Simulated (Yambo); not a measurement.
```xyz
9
Lattice="0.0000 4.1766 4.1766 4.1766 0.0000 4.1766 4.1766 4.1766 0.0000" Properties=species:S:1:pos:R:3 pbc="T T T"
F      4.1766     6.6511     4.1766
F      4.1766     1.7021     4.1766
F      1.7021     4.1766     4.1766
F      6.6511     4.1766     4.1766
F      4.1766     4.1766     6.6511
F      4.1766     4.1766     1.7021
Si     0.0000     0.0000     0.0000
Rb     6.2650     6.2650     6.2650
Rb     2.0883     2.0883     2.0883
```

Response from Yambo on norm-conserving PBEsol (Quantum ESPRESSO, 84 Ry, without SOC) bands: 4×4×4 mesh, 115 bands, 3 Ry local-field block, 0.2 eV broadening.

Task: Give the static electronic dielectric constant without and with local fields.

Result: 
```tsv
field along	ε(0), independent particles	ε(0), RPA with local fields	refractive index √ε
x	2.08	1.90	1.38
```
Electronic (clamped-ion) response only. PBEsol gaps are usually too small, which raises these values. Convergence of the RPA response with its 4×4×4 mesh was not tested.

Geometry of the Materials Project entry, not relaxed at this level.

The structure is a Materials Project entry; no match was found in the copy of COD used, and its stability was not checked.
